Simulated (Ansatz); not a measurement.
BeAg:
```
CELL_PARAMETERS angstrom
      2.93125     0.00000     0.00000
      0.00000     2.93125     0.00000
      0.00000     0.00000     2.93125
ATOMIC_POSITIONS crystal
  Be 0.00000 0.00000 0.00000
  Ag 0.50000 0.50000 0.50000
```

Relaxed with r²SCAN. Special points in fractions of this cell's reciprocal vectors: Γ (0.000, 0.000, 0.000); X (0.000, 0.500, 0.000); M (0.500, 0.500, 0.000); R (0.500, 0.500, 0.500).

Task: List the band energies nearest the Fermi level at these points for the program Ansatz at the r²SCAN with spin–orbit coupling level (PAW).

Result: In eV from the Fermi level; about four levels below and three above (degenerate sets whole), none deeper than 8.9 eV; points with the same levels are listed once.

```tsv
k	below	above
Γ	-4.98 -4.98 -4.98 -4.98 -4.64 -4.64	4.74 4.74 4.97 4.97 4.97 4.97
X	-4.76 -4.76 -2.54 -2.54	9.19 9.19 9.23 9.23
M	-2.53 -2.53 -2.32 -2.32	3.09 3.09 3.54 3.54
R	-4.11 -4.11 -4.11 -4.11	4.00 4.00 4.05 4.05
```

Space group Pm-3m (CsCl type). The start of the workflow was typed in or built on a structure type; neither database checked (COD, Materials Project) lists it. Whether it is the stable phase at ambient conditions was not checked. The r²SCAN relaxation kept the symmetry of its start; its stability against distortions is not shown here. The run is not spin-polarised. Its formation energy is positive at this level, so the cell may be metastable or incomplete.

Potentials: the later of the program's two PAW sets.
